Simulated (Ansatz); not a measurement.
## How much do the gradients of MgMn2P2H4O10 depend on the method?

Cell: a Materials Project structure (computed, not necessarily an observed phase).

```
Mg Mn H P O
1.0
     5.30757    0.00000    0.00000
    -0.81722    5.46214    0.00000
    -2.27296   -2.06037    7.19592
Mg Mn H P O
1 2 4 2 10
Direct
  0.09106 0.35156 0.87988
  0.98447 0.44843 0.45923
  0.51285 0.01450 0.00480
  0.86572 0.90879 0.28613
  0.06309 0.09437 0.21145
  0.04813 0.93548 0.65034
  0.90714 0.86566 0.80319
  0.41353 0.58144 0.24383
  0.60583 0.46315 0.77176
  0.31342 0.69943 0.07688
  0.27926 0.65066 0.38954
  0.71583 0.33260 0.92837
  0.76855 0.38774 0.64055
  0.72633 0.66675 0.33144
  0.31974 0.28501 0.14189
  0.29493 0.37393 0.68930
  0.68249 0.75884 0.84738
  0.07986 0.96610 0.78346
  0.90277 0.07804 0.25344
```

Sites (sets of like atoms) are named by element and the number of their first atom in this list.

First run. The numbers come from a DFT calculation in Ansatz (PBE, plane waves and PAW, scalar-relativistic, collinear spin, 420 eV cutoff, Γ-centred 5×4×3 k-points, Fermi–Dirac smearing 0.02 eV). Start moments as typed (μB): 5 on each Mn, none on the rest.

```json
{"site": "Mg", "atom": "1", "V_zz (10²¹ V/m²)": "0.75", "η": "0.96", "m (μB)": "0.00"}
{"site": "Mn2", "atom": "2", "V_zz (10²¹ V/m²)": "6.29", "η": "0.44", "m (μB)": "4.04"}
{"site": "Mn3", "atom": "3", "V_zz (10²¹ V/m²)": "5.05", "η": "0.33", "m (μB)": "-4.17"}
{"site": "H6", "atom": "6", "V_zz (10²¹ V/m²)": "3.98", "η": "0.05", "m (μB)": "0.00"}
{"site": "H7", "atom": "7", "V_zz (10²¹ V/m²)": "1.32", "η": "0.18", "m (μB)": "0.00"}
{"site": "P8", "atom": "8", "V_zz (10²¹ V/m²)": "-2.27", "η": "0.96", "m (μB)": "0.00"}
{"site": "P9", "atom": "9", "V_zz (10²¹ V/m²)": "1.32", "η": "0.60", "m (μB)": "0.00"}
{"site": "O10", "atom": "10", "V_zz (10²¹ V/m²)": "8.85", "η": "0.53", "m (μB)": "-0.02"}
{"site": "O11", "atom": "11", "V_zz (10²¹ V/m²)": "9.27", "η": "0.31", "m (μB)": "0.03"}
{"site": "O12", "atom": "12", "V_zz (10²¹ V/m²)": "8.82", "η": "0.59", "m (μB)": "-0.02"}
{"site": "O13", "atom": "13", "V_zz (10²¹ V/m²)": "9.52", "η": "0.31", "m (μB)": "0.02"}
{"site": "O17", "atom": "17", "V_zz (10²¹ V/m²)": "8.85", "η": "0.63", "m (μB)": "-0.02"}
{"site": "O18", "atom": "18", "V_zz (10²¹ V/m²)": "11.46", "η": "0.89", "m (μB)": "-0.01"}
{"site": "O19", "atom": "19", "V_zz (10²¹ V/m²)": "-9.76", "η": "0.99", "m (μB)": "0.00"}
```

Second run. The same atoms and settings, except that the functional is r2SCAN and the cutoff is 500 eV.

Problem. Given the first result, estimate the second.

Solution. 

| site | atom | V_zz | η | change of V_zz | m (μB) |
| --- | --- | --- | --- | --- | --- |
| Mg | 1 | 0.78 | 0.88 | +0.03 | 0.00 |
| Mn2 | 2 | 6.65 | 0.47 | +0.36 | 4.13 |
| Mn3 | 3 | 5.31 | 0.30 | +0.26 | -4.24 |
| H6 | 6 | 3.90 | 0.05 | -0.08 | 0.00 |
| H7 | 7 | 1.21 | 0.20 | -0.11 | 0.00 |
| P8 | 8 | -2.38 | 0.99 | -0.11 | 0.00 |
| P9 | 9 | 1.42 | 0.67 | +0.10 | 0.00 |
| O10 | 10 | 9.03 | 0.50 | +0.18 | -0.02 |
| O11 | 11 | 9.37 | 0.30 | +0.10 | 0.03 |
| O12 | 12 | 9.02 | 0.55 | +0.20 | -0.02 |
| O13 | 13 | 9.60 | 0.32 | +0.08 | 0.02 |
| O17 | 17 | 9.02 | 0.59 | +0.17 | -0.02 |
| O18 | 18 | 11.86 | 0.88 | +0.40 | -0.01 |
| O19 | 19 | -10.30 | 0.97 | -0.54 | 0.00 |

The largest change of V_zz is on O19, from -9.76 to -10.30. In per cent, |V_zz| changes by +5 on Mg, +5 to +6 on Mn, -9 to -2 on H, +5 to +7 on P, +1 to +6 on O (all sites that start above 0.5). The table leaves out 5 of the 19 sites, with |V_zz| up to 9.12; their tensors move by 0.24 at most along any direction. The statements above cover all sites.

The moments were started parallel, and the run ended with some of them reversed. The program didn't check the stability of this electronic state in full, so a lower one may lie near. The lattice is static: at room temperature water may turn and average the couplings of its hydrogen. The magnetic order is the one that the run reached from its start moments, not necessarily the measured one.
For the first run: The largest force is 0.4 eV/Å, so the atoms aren't at the calculated equilibrium and relaxing them would move these values.
For the second run: At this cell the principal stresses reach 5 GPa in size with r2SCAN, which can matter for small gradients. The largest force is 0.5 eV/Å, so the atoms aren't at the calculated equilibrium and relaxing them would move these values.
